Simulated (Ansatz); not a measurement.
# Sensitivity of the gradients in CdS with Be replacing Cd to the input

This input was run with Ansatz:

```yaml
crystal:
  lattice:
    - [8.3, 0.0, 0.0]
    - [-4.15, 7.1880108514, 0.0]
    - [0.0, 0.0, 13.474]
  atoms:
    - { symbol: Be, position: [0.1666666666, 0.3333333334, 0.0] }
    - { symbol: Cd, position: [0.1666666666, 0.3333333334, 0.5] }
    - { symbol: Cd, position: [0.1666666666, 0.8333333334, 0.0] }
    - { symbol: Cd, position: [0.1666666666, 0.8333333334, 0.5] }
    - { symbol: Cd, position: [0.6666666666, 0.3333333334, 0.0] }
    - { symbol: Cd, position: [0.6666666666, 0.3333333334, 0.5] }
    - { symbol: Cd, position: [0.6666666666, 0.8333333334, 0.0] }
    - { symbol: Cd, position: [0.6666666666, 0.8333333334, 0.5] }
    - { symbol: Cd, position: [0.3333333334, 0.1666666666, 0.25] }
    - { symbol: Cd, position: [0.3333333334, 0.1666666666, 0.75] }
    - { symbol: Cd, position: [0.3333333334, 0.6666666666, 0.25] }
    - { symbol: Cd, position: [0.3333333334, 0.6666666666, 0.75] }
    - { symbol: Cd, position: [0.8333333334, 0.1666666666, 0.25] }
    - { symbol: Cd, position: [0.8333333334, 0.1666666666, 0.75] }
    - { symbol: Cd, position: [0.8333333334, 0.6666666666, 0.25] }
    - { symbol: Cd, position: [0.8333333334, 0.6666666666, 0.75] }
    - { symbol: S, position: [0.1666666666, 0.3333333334, 0.1875] }
    - { symbol: S, position: [0.1666666666, 0.3333333334, 0.6875] }
    - { symbol: S, position: [0.1666666666, 0.8333333334, 0.1875] }
    - { symbol: S, position: [0.1666666666, 0.8333333334, 0.6875] }
    - { symbol: S, position: [0.6666666666, 0.3333333334, 0.1875] }
    - { symbol: S, position: [0.6666666666, 0.3333333334, 0.6875] }
    - { symbol: S, position: [0.6666666666, 0.8333333334, 0.1875] }
    - { symbol: S, position: [0.6666666666, 0.8333333334, 0.6875] }
    - { symbol: S, position: [0.3333333334, 0.1666666666, 0.4375] }
    - { symbol: S, position: [0.3333333334, 0.1666666666, 0.9375] }
    - { symbol: S, position: [0.3333333334, 0.6666666666, 0.4375] }
    - { symbol: S, position: [0.3333333334, 0.6666666666, 0.9375] }
    - { symbol: S, position: [0.8333333334, 0.1666666666, 0.4375] }
    - { symbol: S, position: [0.8333333334, 0.1666666666, 0.9375] }
    - { symbol: S, position: [0.8333333334, 0.6666666666, 0.4375] }
    - { symbol: S, position: [0.8333333334, 0.6666666666, 0.9375] }
kpoints:
  mp_grid: { grid: [3, 3, 2] }
scf:
  occupations: { method: fermi_dirac, width: 0.01 }
  mixing: { preconditioner: local_kerker }
hamiltonian:
  xc: pbe
  pseudopotentials: { kind: paw }
output:
  forces: true
  stress: true
  populations: true
  efg:
    quadrupole_moments_barn: { Be: 0.05288, S: -0.0694 }
    contact_densities: true
basis:
  ecutrho_ratio: 12
total_charge: -1
```

It converged. Of its output the block on the nuclei alone is shown, without the SCF iterations, energies, forces and stress (one atom of each set, the first 14 sets):

```
--- PAW observables at the nuclei: V_zz in 10²¹ V/m², potentials from the cell's mean, atoms counted from 1 ---
  atom   1  Be V_zz =    -0.012777   η = 0.0000   by run symmetry: allowed   C_q = -0.0163 MHz
            electrostatic potential = -238.856367 V   contact ρ = 238.362331 e/Å³
  atom   2  Cd V_zz =    -0.491677   η = 0.0000   by run symmetry: allowed
            electrostatic potential = -7703.637382 V   contact ρ = 1035906.199239 e/Å³
  atom   3  Cd V_zz =    -0.460479   η = 0.2022   by run symmetry: allowed
            electrostatic potential = -7703.633545 V   contact ρ = 1035906.136161 e/Å³
  atom   4  Cd V_zz =    -0.368749   η = 0.0351   by run symmetry: allowed
            electrostatic potential = -7703.633831 V   contact ρ = 1035906.321037 e/Å³
  atom   9  Cd V_zz =    -0.346854   η = 0.5228   by run symmetry: allowed
            electrostatic potential = -7703.638746 V   contact ρ = 1035906.010770 e/Å³
  atom  10  Cd V_zz =    -0.351355   η = 0.0457   by run symmetry: allowed
            electrostatic potential = -7703.630795 V   contact ρ = 1035906.187428 e/Å³
  atom  15  Cd V_zz =    -0.341863   η = 0.0000   by run symmetry: allowed
            electrostatic potential = -7703.643162 V   contact ρ = 1035906.125574 e/Å³
  atom  16  Cd V_zz =    -0.426293   η = 0.0000   by run symmetry: allowed
            electrostatic potential = -7703.636380 V   contact ρ = 1035906.203541 e/Å³
  atom  17  S  V_zz =    +2.078937   η = 0.0000   by run symmetry: allowed   C_q = -3.4886 MHz
            electrostatic potential = -1633.072923 V   contact ρ = 19767.927477 e/Å³
  atom  18  S  V_zz =    +0.171023   η = 0.0000   by run symmetry: allowed   C_q = -0.2870 MHz
            electrostatic potential = -1633.217330 V   contact ρ = 19767.426092 e/Å³
  atom  19  S  V_zz =    +0.244418   η = 0.3956   by run symmetry: allowed   C_q = -0.4102 MHz
            electrostatic potential = -1633.218329 V   contact ρ = 19767.425713 e/Å³
  atom  20  S  V_zz =    +0.269421   η = 0.0228   by run symmetry: allowed   C_q = -0.4521 MHz
            electrostatic potential = -1633.202543 V   contact ρ = 19767.519010 e/Å³
  atom  25  S  V_zz =    +0.295872   η = 0.0200   by run symmetry: allowed   C_q = -0.4965 MHz
            electrostatic potential = -1633.203543 V   contact ρ = 19767.515666 e/Å³
  atom  26  S  V_zz =    +1.726900   η = 0.1667   by run symmetry: allowed   C_q = -2.8979 MHz
            electrostatic potential = -1633.062235 V   contact ρ = 19767.981403 e/Å³
```

Q: Can these gradients be trusted, and how do they compare with a run on standard settings?

A: Only as results of these settings. Against the standard input the change is `basis.ecutrho_ratio`: not typed → 12; `total_charge`: not typed → -1; `scf.mixing.preconditioner`: not typed → local_kerker. A site carries the number of its first atom; V_zz in 10²¹ V/m².

```
site  atom  V_zz standard  η standard  V_zz here  η here
  Be     1         -0.014        0.00     -0.013    0.00
 Cd3     3          -0.48        0.23      -0.46    0.20
 Cd9     9          -0.31        0.72      -0.35    0.52
Cd15    15          -0.30        0.00      -0.34    0.00
 S17    17           2.06        0.00       2.08    0.00
 S18    18          0.051        0.00       0.17    0.00
 S19    19           0.16        0.61       0.24    0.40
 S20    20           0.17        0.06       0.27    0.02
 S25    25           0.17        0.03       0.30    0.02
 S26    26           1.83        0.09       1.73    0.17
 S31    31           0.10        0.00       0.24    0.00
 S32    32           0.22        0.00       0.33    0.00
```

The largest change of V_zz is on S31, from 0.10 to 0.24. In per cent, |V_zz| changes by +1 on S (all sites that start above 2). Where |V_zz| stays above 0.1, η moves most on S19, from 0.61 to 0.40. The table leaves out 4 of the 16 sites, with |V_zz| up to 0.50; their tensors move by 0.03 at most along any direction. The statements above cover all sites. The changed cell holds a charge of -1 on a uniform background, so it isn't the same centre. It has an odd number of electrons and no spin polarisation, so the extra carrier is shared by both spins and spread out, where a real one carries spin and can localise. The gap no longer holds the Fermi energy in the changed run, so its gradients also hang on the k-mesh and the smearing. SCF iterations: 8 and 8.

On the reference run: The defect repeats with the cell of 32 atoms, so it feels its images: sites between two images don't show the values beside a lone defect, and zeros or small values of η there can come from the images' arrangement. Cd and S carry a gradient in the pure host already, so the values there aren't the defect's effect alone. Without spin–orbit coupling (the program notes it for Cd) the gradients are little affected as a rule: paired runs on crystals with a gap mostly move them by under 2 % at such atoms. The neighbours have not yet relaxed around the defect (largest force 1.7 eV/Å), so a real crystal will differ.
